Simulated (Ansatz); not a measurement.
A plane-wave DFT run in Ansatz 0.2.0 (scalar-relativistic PAW potentials unless the input names others): input and command.

```yaml
crystal:
  lattice:
    - [3.8197495164, 0.0, -0.0019515129]
    - [0.0, 3.8197500149, 0.0]
    - [-1.9109557728, 0.0, 2.1357071053]
  atoms:
    - { symbol: Ag, position: [0.0, 0.0, 0.0] }
    - { symbol: Ag, position: [0.5, 0.5, 0.0] }
basis:
  ecutwfc: 420
kpoints:
  mp_grid: { grid: [1, 1, 1] }
hamiltonian:
  xc: lda
scf:
  occupations: { method: gaussian, width: 0.1 }
  max_iter: 100
output:
  forces: true
  eigenvalues: true
  stress: true
```

```bash
ansatz run input.yaml --threads 4 --pin off --max-ram 8192MiB --backend cpu --events-out ev --progress --plain --runs-dir out
```

Abridged log:
```
Pseudopotentials: kind: paw
Pseudopotential: Ag, paw, valence charge 19, recommended cutoff 420 eV (normal)
Functional definition: SPW92
Crystal: 2 atoms, lattice volume = 31.147 Å³
Basis set: ecut = 420 eV, 597 PW (Γ)
Bands: 23, of which v1, the nominal top of the filled ones, is band 19 counted from 1 (18 counted from 0)
Symmetry: 8 space group operations
Space group: C2/m (ITA 12), of the structure as read, at distance tolerance 3.1e-5 Å
k-points: 1
Initial density: superposition of atomic densities (neutral atoms: chi_scale 0, normalization atom), corrected by the library's trained network
Initial wavefunctions: pseudopotential atomic-orbital guess
Functional: x = slater, c = lda
SCF iter   1: F=—  HF=-14922.444657 eV  |F-HF|=—  |Δ(HF+E_count)|=         —  Δρ=6.37e-2  dr2=8.64e-1  ethr=1.77e-3  ⟨swp⟩=4.0  Hψ=86  notcnv=0
SCF iter   2: F=—  HF=-14922.180593 eV  |F-HF|=—  |Δ(HF+E_count)|=   2.64e-1  Δρ=2.84e-2  dr2=8.32e-2  ethr=1.77e-3  ⟨swp⟩=2.0  Hψ=43  notcnv=0
SCF iter   3: F=—  HF=-14922.151771 eV  |F-HF|=—  |Δ(HF+E_count)|=   2.88e-2  Δρ=1.13e-2  dr2=1.69e-2  ethr=2.19e-4  ⟨swp⟩=2.0  Hψ=41  notcnv=0
SCF iter   4: F=—  HF=-14922.147054 eV  |F-HF|=—  |Δ(HF+E_count)|=   4.72e-3  Δρ=6.38e-4  dr2=4.43e-5  ethr=4.45e-5  ⟨swp⟩=2.0  Hψ=27  notcnv=0
SCF iter   5: F=—  HF=-14922.147028 eV  |F-HF|=—  |Δ(HF+E_count)|=   2.62e-5  Δρ=7.50e-5  dr2=8.01e-7  ethr=1.16e-7  ⟨swp⟩=2.0  Hψ=33  notcnv=0
SCF iter   6: F=-14922.147028 eV  HF=-14922.147028 eV  |F-HF|=1.70e-9  |Δ(HF+E_count)|=   8.30e-8  Δρ=1.26e-5  dr2=1.55e-8  ethr=2.63e-10  ⟨swp⟩=5.0  Hψ=89  notcnv=0
SCF 1 converged in 6 iterations: F = -14922.147028 eV  dr2 = 1.55e-8
SCF converged after 6 iterations
Free energy (F): -14922.147028 eV
Harris-Foulkes:  -14922.147028 eV  (|F-HF|=1.70e-9)
Internal energy: -14922.147028 eV  (E = F + TS)
E sigma→0 (E₀):  -14922.147028 eV
Fermi energy:    19.528605 eV
--- Forces (eV/Å), atoms counted from 1 ---
  atom   1  Ag     0.00000000     0.00000000     0.00000000
  atom   2  Ag     0.00000000     0.00000000     0.00000000
--- Stress (GPa, compression-positive) ---
        6.637180       0.000000       0.198820
        0.000000      12.359341       0.000000
        0.198821       0.000000       9.877879
  P = ⅓ Tr σ = 9.6248 GPa (96.248 kbar)
```

Q: What is wrong with this input?

A: The fault is one k-point for a small cell (kpoints.mp_grid.grid: [9, 9, 16] → [1, 1, 1], the first being the value of the sound run). Setting it back cures it. The run converged all the same, with an energy at zero smearing 3.0 eV/atom below the reference's, pressure 9.62 GPa, largest force 0.000 eV/Å, gap on the mesh 3.57 eV, so convergence alone doesn't show that an input is right. A reference run on usual settings, whose relaxation ended at this geometry, converged, and the end of its own relaxation has pressure 4.81 GPa, largest force 0.000 eV/Å, no gap on the mesh (its cell was held, or driven to that pressure on purpose).

It took 0.2 s on 4 threads of Intel(R) Xeon(R) 6975P-C (Granite Rapids), on a shared host, peak memory 0.3 GiB.